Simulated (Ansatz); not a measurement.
CaPbF6 (space group Fm-3m)

```
CaPbF6
1.0
    0.00000     4.24549     4.24549
    4.24549     0.00000     4.24549
    4.24549     4.24549     0.00000
Ca Pb F
1 1 6
Direct
  0.50000   0.50000   0.50000
  0.00000   0.00000   0.00000
  0.75822   0.75822   0.24178
  0.24178   0.24178   0.75822
  0.24178   0.75822   0.75822
  0.75822   0.24178   0.24178
  0.75822   0.24178   0.75822
  0.24178   0.75822   0.24178
```

A phonon eigenvector at Γ is frozen into this cell: atom i moves by Q times the vector below, so Q is the largest atomic displacement, in Å. The cell is held. It is one choice among 3 degenerate patterns.

| atom | x | y | z |
|---|---|---|---|
| F3 | 0.000 | -1.000 | 0.000 |
| F4 | 0.000 | 1.000 | 0.000 |
| F7 | 0.000 | 0.000 | 1.000 |
| F8 | 0.000 | 0.000 | -1.000 |

Atoms not listed stay in place.

All values below come from LDA (plane waves to 420 eV, PAW, scalar-relativistic; Ansatz, a first-principles code). k mesh 7×7×7 (Γ-centred), fixed occupations. CaPbF6 was relaxed with its symmetry unable to fall. Spin-orbit coupling is left out, though Pb is heavy.

At one point of the scan the forces (eV/Å) are:

```csv
atom,Fx,Fy,Fz
Ca1,0.000,0.000,0.000
Pb2,0.000,0.000,0.000
F3,0.000,0.002,0.082
F4,0.000,-0.002,-0.082
F5,0.015,0.000,0.000
F6,-0.015,0.000,0.000
F7,0.000,0.082,-0.002
F8,0.000,-0.082,0.002
```

Task: Which point is it?
A) Q = -0.092 Å
B) Q = 0.183 Å
C) Q = -0.275 Å
D) Q = 0.275 Å

Result: B, Q = 0.183 Å

(For displaced atoms, the force is minus the slope of the energy, and its curvature is a force constant, which sets phonon frequencies.)
